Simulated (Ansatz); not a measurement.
**Ga4SnS7 — 119Sn Mössbauer parameters**

Cell: a refined structure from the COD, ions relaxed with PBE at fixed cell.

Space group Pc (No. 7); a = 7.2690, b = 6.3610, c = 12.4080 Å, β = 106.56°.

| site | Wyckoff | site symmetry | x | y | z |
| --- | --- | --- | --- | --- | --- |
| Ga1 | 2a | 1 | 0.3763 | 0.4237 | 0.3309 |
| Ga3 | 2a | 1 | 0.6327 | 0.9251 | 0.3246 |
| Ga5 | 2a | 1 | 0.4995 | 0.7529 | 0.5655 |
| Ga7 | 2a | 1 | 0.1252 | 0.9383 | 0.3218 |
| Sn | 2a | 1 | 0.9743 | 0.6200 | 0.5191 |
| S11 | 2a | 1 | 0.0835 | 0.2744 | 0.2579 |
| S13 | 2a | 1 | 0.7362 | 0.9407 | 0.5181 |
| S15 | 2a | 1 | 0.6118 | 0.2662 | 0.2617 |
| S17 | 2a | 1 | 0.3409 | 0.7561 | 0.2477 |
| S19 | 2a | 1 | 0.2166 | 0.9356 | 0.5160 |
| S21 | 2a | 1 | 0.8581 | 0.7318 | 0.2762 |
| S23 | 2a | 1 | 0.4967 | 0.4134 | 0.5175 |

One atom of each set is listed.

All values are calculated (Ansatz; DFT, PBE, plane waves and PAW, scalar-relativistic, 420 eV cutoff, Γ-centred 4×5×3 k-points, Fermi–Dirac smearing 0.02 eV), not measured.

Isomer shifts (against SnO₂) follow from the electron density at the nucleus, δ = α(ρ − ρ₀), with α = 0.099 mm s⁻¹ a₀³ and ρ₀ = 183191.44 a₀⁻³ from a line fitted to 8 measured compounds at this level of theory (rms miss 0.12 mm/s). ΔE_Q = ½eQV_zz(1 + η²/3)^½ with Q = -0.132 b for the 23.9 keV state.

Task: What would the 119Sn spectrum's parameters be?

Result: 

```tsv
site	atoms	first shell	ρ − ρ₀ (a₀⁻³)	δ (mm/s)	ΔE_Q (mm/s)	η
Sn	2	4 S at 2.67–2.98 Å	36.0	3.56	1.16	0.39
```

The shift of Sn is typical of Sn(II), and the large splitting points to a stereochemically active lone pair.

Without spin–orbit coupling (the program notes it for Sn) the gradients are little affected as a rule: paired runs on crystals with a gap mostly move them by under 2 % at such atoms. Shifts outside the range of the fitted compounds (-0.5 to 3.2 mm/s for Sn) are extrapolations.
